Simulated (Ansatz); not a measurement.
# Computed frozen-phonon scan: SiO2 (rutile)

Starting cell, SiO2 (rutile):

```
CELL_PARAMETERS angstrom
      8.37039     0.00000     0.00000
      0.00000     4.18520     0.00000
      0.00000     0.00000     2.66883
ATOMIC_POSITIONS crystal
  Si 0.25000 0.50000 0.50000
  Si 0.75000 0.50000 0.50000
  Si 0.00000 0.00000 0.00000
  Si 0.50000 0.00000 0.00000
  O  0.40305 0.80610 0.50000
  O  0.90305 0.80610 0.50000
  O  0.15305 0.69390 0.00000
  O  0.65305 0.69390 0.00000
  O  0.34695 0.30610 0.00000
  O  0.84695 0.30610 0.00000
  O  0.09695 0.19390 0.50000
  O  0.59695 0.19390 0.50000
```

A phonon eigenvector at X = (0.5, 0.0, 0.0) is frozen into this cell: atom i moves by Q times the vector below, so Q is the largest atomic displacement, in Å. The cell is held. It is one choice among 2 degenerate patterns. (q is in reciprocal vectors of the primitive cell; the cell shown is doubled to hold the pattern.)

```
atom      x      y       z
----  -----  -----  ------
Si1   0.000  0.000  -0.435
Si2   0.000  0.000   0.435
Si3   0.000  0.000   0.047
Si4   0.000  0.000  -0.047
O5    0.000  0.000   1.000
O6    0.000  0.000  -1.000
O7    0.000  0.000  -0.010
O8    0.000  0.000   0.010
O9    0.000  0.000   0.206
O10   0.000  0.000  -0.206
O11   0.000  0.000   0.979
O12   0.000  0.000  -0.979
```

The numbers are results of r2SCAN (plane waves to 500 eV, PAW, scalar-relativistic; Ansatz, a first-principles code), not measurements. k mesh 4×8×12 (Γ-centred), Fermi-Dirac smearing 0.05 eV. The energy includes the smearing's −TS. Compression counts positive. SiO2 was relaxed with its symmetry unable to fall. ΔE is measured from the undisplaced structure.

| Q (Å) | ΔE (meV/cell) | P (GPa) | −dE/dQ from forces (eV/Å) |
|---|---|---|---|
| -0.180 | 1576 | 6.53 | 17.536 |
| -0.150 | 1094 | 4.51 | 14.602 |
| -0.120 | 700 | 2.88 | 11.672 |
| -0.090 | 393 | 1.61 | 8.748 |
| -0.060 | 175 | 0.72 | 5.829 |
| -0.030 | 44 | 0.18 | 2.913 |
| 0.000 | 0 | 0.00 | 0.000 |
| 0.030 | 44 | 0.18 | -2.913 |
| 0.060 | 175 | 0.72 | -5.829 |
| 0.090 | 393 | 1.61 | -8.748 |
| 0.120 | 700 | 2.88 | -11.672 |
| 0.150 | 1094 | 4.51 | -14.602 |
| 0.180 | 1576 | 6.53 | -17.536 |

Read from the data:

* **Energy at Q = 0.180 Å**: 1576 meV/cell
* **Space group of the distorted cell**: Pc (No. 7), lowered from P4_2/mnm
* **Symmetry of the curve**: even: the same for both signs
* **Shape of the curve**: a single well with its minimum at or next to zero displacement
* **Harmonic wavenumber from the curvature (finite differences)**: 594 cm⁻¹
* **Wavenumber by perturbation theory (DFPT, on another k mesh)**: 594 cm⁻¹

(A displaced cell: forces are minus the slopes of the energy, force constants its curvatures, and phonons follow from these.)
